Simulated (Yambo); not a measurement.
Yambo run on WO3 (space group Pmma, No. 51). The wavefunctions come from this Quantum ESPRESSO step (PBEsol, PseudoDojo standard norm-conserving files, scalar-relativistic):

```
&CONTROL
  calculation = 'nscf'
  pseudo_dir = './pseudo'
  outdir = './out'
/
&SYSTEM
  ibrav = 0
  nat = 8
  ntyp = 2
  ecutwfc = 84.0
  ecutrho = 336.0
  occupations = 'fixed'
  force_symmorphic = .true.
  nbnd = 178
/
&ELECTRONS
  conv_thr = 8e-09
  diago_full_acc = .true.
  diago_thr_init = 1e-08
/
ATOMIC_SPECIES
O 15.9990 O.upf
W 183.8400 W.upf
CELL_PARAMETERS angstrom
  7.720250000000   0.000000000000   0.000000000000
  0.000000000000   3.859690000000   0.000000000000
  0.000000000000   0.000000000000   3.866770000000
ATOMIC_POSITIONS crystal
O   0.250000000000   0.500000000000   0.010340000000
O   0.750000000000   0.500000000000   0.989660000000
O   0.750000000000   0.000000000000   0.496640000000
O   0.250000000000   0.000000000000   0.503360000000
O   0.500000000000   0.000000000000   0.000000000000
O   0.000000000000   0.000000000000   0.000000000000
W   0.750000000000   0.000000000000   0.010780000000
W   0.250000000000   0.000000000000   0.989220000000
K_POINTS automatic
2 4 4 0 0 0
```

Yambo input:

```
rim_cut
gw0
dyson
el_el_corr
HF_and_locXC
ppa
em1d
RandQpts= 1000000
RandGvec= 1 Ry
EXXRLvcs= 84 Ry
VXCRLvcs= 336 Ry
Chimod= "HARTREE"
% BndsRnXp
 3 | 177 |
%
NGsBlkXp= 7 Ry
% LongDrXp
 1.0 | 1.0 | 1.0 |
%
PPAPntXp= 27.2114 eV
% GbndRnge
 1 | 177 |
%
GTermKind= "BG"
DysSolver= "n"
ExtendOut
% QPkrange
 1 | 1 | 32 | 33 |
 3 | 3 | 32 | 33 |
 7 | 7 | 32 | 33 |
 9 | 9 | 32 | 33 |
 12 | 12 | 32 | 33 |
 16 | 16 | 32 | 33 |
 18 | 18 | 32 | 33 |
%
```

k points by index: 1 = Γ, 3 = (0, 0, -0.5), 7 = (0, -0.5, 0), 9 = (0, -0.5, -0.5), 12 = (-0.5, 0, -0.5), 16 = (-0.5, -0.5, 0), 18 = (-0.5, -0.5, -0.5).

The o-*.qp file then holds:

```
#    K-point    Band    Eo [eV]    E [eV]    E-Eo [eV]    Vxc [eV]    Vnlxc [eV]    Sc|Eo [eV]    Sc|E [eV]    dSc/dw|Eo [eV]    Re(Z)    Im(Z)
#
    1    32    -1.043974    -1.158067    -0.114093    -20.03852    -24.88676    4.697128    4.734145    -8.825731    0.755093    -0.378559E-3
    1    33    0.538261    1.334041    0.795780    -16.36478    -11.45359    -3.920953    -4.115416    -6.648770    0.803638    -0.001208
    3    32    -0.036751    -0.065408    -0.028657    -20.22428    -25.19592    4.933201    4.942983    -9.237727    0.746555    -0.001666
    3    33    0.587600    1.394199    0.806599    -16.43578    -11.47819    -3.953383    -4.150991    -6.665699    0.803237    -0.001208
    7    32    -0.010266    -0.032227    -0.021961    -20.22708    -25.19103    4.934461    4.941984    -9.255712    0.746186    -0.001672
    7    33    0.647422    1.464446    0.817024    -16.46895    -11.56484    -3.885697    -4.087080    -6.706353    0.802274    -0.001232
    9    32    0.000000    -0.020353    -0.020353    -20.24841    -25.21339    4.937646    4.944622    -9.255544    0.746190    -0.001668
    9    33    3.841538    4.806216    0.964679    -19.23133    -13.71214    -4.208263    -4.554512    -9.751088    0.735987    -0.012216
    12    32    -0.562186    -0.649142    -0.086956    -19.56731    -24.59443    4.910509    4.940163    -9.260430    0.746089    -0.001874
    12    33    2.468752    3.353698    0.884946    -18.27538    -13.57807    -3.571383    -3.812362    -7.409304    0.785985    -0.974579E-3
    16    32    -0.547692    -0.627483    -0.079791    -19.56056    -24.57461    4.907006    4.934262    -9.274337    0.745804    -0.001865
    16    33    2.500490    3.389896    0.889406    -18.26892    -13.55649    -3.576775    -3.823029    -7.533422    0.783177    -0.001197
    18    32    -0.032514    -0.050548    -0.018033    -20.23156    -25.18904    4.933260    4.939448    -9.255997    0.746180    -0.001680
    18    33    4.350683    5.375916    1.025233    -18.87605    -12.78281    -4.757690    -5.068008    -8.233823    0.767689    -0.003224
```
(The two width columns are left out.) Convergence of these settings isn't established.

Spin-orbit coupling is not included.

Geometry of the Materials Project entry, not relaxed at this level.

The structure is a Materials Project entry; no match was found in the copy of COD used, and its stability was not checked.
